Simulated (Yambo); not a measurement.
Yambo run on VCu3S4 (space group P-43m, No. 215). The wavefunctions are norm-conserving PBEsol (Quantum ESPRESSO, 92 Ry, without SOC) ones on a 2×2×2 mesh (47 occupied bands); a = b = c = 5.370 Å, α = β = γ = 90.00°.

Yambo input:

```
rim_cut
gw0
dyson
el_el_corr
HF_and_locXC
cohsex
em1s
RandQpts= 1000000
RandGvec= 1 Ry
EXXRLvcs= 92 Ry
VXCRLvcs= 368 Ry
Chimod= "HARTREE"
% BndsRnXs
 14 | 304 |
%
NGsBlkXs= 8 Ry
% LongDrXs
 1.0 | 1.0 | 1.0 |
%
ExtendOut
% QPkrange
 2 | 2 | 48 | 48 |
 3 | 3 | 47 | 48 |
 4 | 4 | 47 | 47 |
%
```

k points by index: 2 = X, 3 = M, 4 = R.

Table of the .qp output:

```
#    K-point    Band    Eo [eV]    E [eV]    E-Eo [eV]    Vxc [eV]    Vnlxc [eV]    Sc|Eo [eV]    Re(Z)    Im(Z)
#
    2    48    1.021697    0.272164    -0.749533    -21.50128    -16.40132    -5.849497    1.000000    0.000000
    3    47    -0.170872    -2.319030    -2.148158    -21.55056    -26.06483    2.366116    1.000000    0.000000
    3    48    1.260858    0.659891    -0.600967    -22.67540    -16.75013    -6.526232    1.000000    0.000000
    4    47    0.000000    -2.062958    -2.062958    -22.21366    -26.77165    2.495029    1.000000    0.000000
```
(The two width columns are left out.) Convergence of these settings isn't established.

Geometry of the Materials Project entry, not relaxed at this level.

The runs are not spin-polarised; magnetic order was not tried.
